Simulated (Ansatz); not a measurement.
The elements of this relaxed trial crystal are hidden behind letters.

```
lattice vectors (Å)
   3.2964    0.0000    0.0000
   0.0000    3.2964    0.0000
   0.0000    0.0000    4.0889
fractional positions
X 0.0000 0.0000 0.0000
Z 0.0000 0.0000 0.5000
Z 0.5000 0.5000 0.0000
```

These are results of DFT PBE, scalar-relativistic, plane waves, PAW (Ansatz), not measurements. Settings of the last relaxation (3-atom cell): 420 eV, 14×14×12 k points, Gaussian smearing of 0.10 eV, no spin polarisation.

```
Space group                                 : P4/mmm (No. 123)
Conventional cell                           : a = 3.296 Å, c = 4.089 Å
Volume per atom                             : 14.81 Å³
Density                                     : 8.71 g/cm³
Formation energy                            : −0.57 eV/atom
Gap on the 14×14×12 mesh of the 3-atom cell : 0 eV (a metal)
```

Energies are uncorrected and count from the elements' standard states at the same level.

Task: X is a d-block element of period 6 and Z is a p-block element of period 2. Which elements are they?

Result: X = Pt, Z = F, so the formula is PtF2. Density times volume gives a mean mass of 8.71 × 14.81/1.6605 = 77.7 u per atom, and this set has 77.7 u. Pt is surrounded by 2 F at 2.04 Å and 4 F at 2.33 Å; F on its first site is surrounded by 2 Pt at 2.04 Å; around F on its second site lie 4 Pt at 2.33 Å. Other sets within the hints have nearly the same mass, so mass alone doesn't settle it; this one was computed.

These runs have no spin–orbit coupling, which can matter for Pt. Symmetry constrained the relaxation, so the result can be a saddle point. Another cell of PtF2 relaxed alike, in P4/mmm, lies 261 meV/atom lower, so this cell isn't the stable form at this level.
